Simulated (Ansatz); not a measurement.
KRb2ScF6:
```
KRb2ScF6
1.0
   -3.14861     3.14861     4.57700
    3.14861    -3.14861     4.57700
    3.14861     3.14861    -4.57700
K Rb Sc F
1 2 1 6
Direct
  0.50000   0.50000   0.00000
  0.75000   0.25000   0.50000
  0.25000   0.75000   0.50000
  0.00000   0.00000   0.00000
  0.72361   0.83834   0.56195
  0.27639   0.16166   0.43805
  0.83834   0.27639   0.11473
  0.16166   0.72361   0.88527
  0.22106   0.22106   0.00000
  0.77894   0.77894   0.00000
```

Relaxed with r²SCAN.

Q: Which orbitals make up the states near the band edges in plane-wave PAW r²SCAN (Ansatz code)?

A: Top 1 eV of the valence band: F 2p 98 %. Bottom 1 eV of the conduction band: Sc 3d 83 %, F 2p 9 %. Projections are on Löwdin-orthogonalised atomic valence shells; empty p or d shells of many metals are not among them.

Q: Tabulate the density of states.

A: States/eV per cell of 10 atoms, in 0.25 eV bins, energy from the valence-band maximum.

```
E (eV)  total   F 2p  Rb 4p  Sc 3d
------  -----  -----  -----  -----
-7.85    0.00   0.00   0.00   0.00
-7.60    0.00   0.00   0.00   0.00
-7.35    0.00   0.00   0.00   0.00
-7.10    4.44   0.10   4.29   0.02
-6.85   43.56   0.64  42.49   0.07
-6.60    0.00   0.00   0.00   0.00
-6.35    0.00   0.00   0.00   0.00
-6.10    0.00   0.00   0.00   0.00
-5.85    0.00   0.00   0.00   0.00
-5.60    0.00   0.00   0.00   0.00
-5.35    0.00   0.00   0.00   0.00
-5.10    0.00   0.00   0.00   0.00
-4.85    0.00   0.00   0.00   0.00
-4.60    0.00   0.00   0.00   0.00
-4.35    0.00   0.00   0.00   0.00
-4.10    0.00   0.00   0.00   0.00
-3.85    0.00   0.00   0.00   0.00
-3.60    0.00   0.00   0.00   0.00
-3.35    0.00   0.00   0.00   0.00
-3.10    0.00   0.00   0.00   0.00
-2.85    0.00   0.00   0.00   0.00
-2.60    0.00   0.00   0.00   0.00
-2.35    0.00   0.00   0.00   0.00
-2.10    0.00   0.00   0.00   0.00
-1.85    0.26   0.24   0.00   0.01
-1.60   21.67  19.03   0.04   1.62
-1.35   25.00  21.85   0.33   2.37
-1.10   12.50  11.93   0.06   0.16
-0.85   12.57  12.06   0.09   0.02
-0.60   16.16  15.73   0.09   0.01
-0.35   30.61  29.85   0.16   0.02
-0.10   25.24  24.96   0.09   0.00
0.15     0.00   0.00   0.00   0.00
0.40     0.00   0.00   0.00   0.00
0.65     0.00   0.00   0.00   0.00
0.90     0.00   0.00   0.00   0.00
1.15     0.00   0.00   0.00   0.00
1.40     0.00   0.00   0.00   0.00
1.65     0.00   0.00   0.00   0.00
1.90     0.00   0.00   0.00   0.00
2.15     0.00   0.00   0.00   0.00
2.40     0.00   0.00   0.00   0.00
2.65     0.00   0.00   0.00   0.00
2.90     0.00   0.00   0.00   0.00
3.15     0.00   0.00   0.00   0.00
3.40     0.00   0.00   0.00   0.00
3.65     0.00   0.00   0.00   0.00
3.90     0.00   0.00   0.00   0.00
4.15     0.00   0.00   0.00   0.00
4.40     0.00   0.00   0.00   0.00
4.65     0.00   0.00   0.00   0.00
4.90     0.00   0.00   0.00   0.00
5.15     0.00   0.00   0.00   0.00
5.40     0.00   0.00   0.00   0.00
5.65     0.00   0.00   0.00   0.00
5.90     0.00   0.00   0.00   0.00
6.15     0.00   0.00   0.00   0.00
6.40     0.00   0.00   0.00   0.00
6.65     0.00   0.00   0.00   0.00
6.90     0.00   0.00   0.00   0.00
7.15     0.00   0.00   0.00   0.00
7.40     0.00   0.00   0.00   0.00
7.65     0.12   0.00   0.00   0.00
7.90     9.82   0.84   0.01   8.22
8.15    14.93   1.35   0.01  12.83
8.40     0.61   0.02   0.01   0.01
8.65     0.78   0.03   0.01   0.01
8.90     1.00   0.04   0.01   0.02
9.15     1.40   0.07   0.02   0.05
9.40     2.16   0.10   0.02   0.22
9.65     2.87   0.13   0.02   0.86
9.90     7.30   0.42   0.03   2.89
10.15    8.66   0.75   0.01   4.83
10.40    6.23   0.36   0.01   1.72
10.65    6.50   0.19   0.02   0.42
10.90    5.73   0.21   0.01   0.48
11.15    9.44   0.34   0.02   0.76
11.40   13.10   0.26   0.01   0.46
11.65   10.84   0.13   0.00   0.18
11.90    6.54   0.07   0.00   0.09
```

Space group I4/m. The first step of the workflow began from a Materials Project structure, measured or hypothetical; the Crystallography Open Database files this formula in space group No. 87, but the cells were not matched. Whether it is the stable phase at ambient conditions was not checked. The r²SCAN relaxation kept the symmetry of its start; whether a distortion lowers the energy is not shown. No spin polarisation was allowed. Scalar-relativistic: spin–orbit coupling is off unless named, which matters more the heavier the elements.

Potentials: the later of the program's two PAW sets.
